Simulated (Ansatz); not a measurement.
A geometry of Zr away from equilibrium: step 2 of the relaxation of a relaxed Zr cell displaced along its unstable phonon at q = (½, 0, 0) of its primitive reciprocal cell (101i cm⁻¹), largest move 0.15 Å. Method: PBEsol (plane waves to 420 eV, PAW, scalar-relativistic; Ansatz, a program for electronic structure). Γ-centred k-mesh 6×11×11 on the run's cell (coarser than for final values), Fermi–Dirac smearing 0.05 eV.

```xyz
2
Lattice="5.6558 0.0000 0.0000 0.0000 2.8683 0.0000 0.0000 0.0000 2.8628" Properties=species:S:1:pos:R:3 pbc="T T T"
Zr     0.0000     0.0000    -0.3448
Zr     2.8279     0.0000     0.3448
```

**Question.** Give the Cartesian forces on all atoms (eV/Å).

**Answer.** 
```
atom    Fx    Fy     Fz
----  ----  ----  -----
Zr1   0.00  0.00  -0.83
Zr2   0.00  0.00   0.83
```

**Question.** What is the pressure?

**Answer.** -0.7 GPa, compression positive.

**Question.** How far above the relaxed end point is this geometry?

**Answer.** 0.33 eV/atom; the path ends in P6/mmm (No. 191) (AFLOW prototype A_hP1_191_a (A_f, as in Sn)).

No spin polarisation in the result.

The run could not lose the symmetry of its start, so the end can be a saddle point.

The end of the path is a generated cell of Zr: the first start was made by placing the elements on the sites of a structure type, and the end was not matched to a known phase here, so it may be hypothetical. Known forms of Zr include space group No. 194.
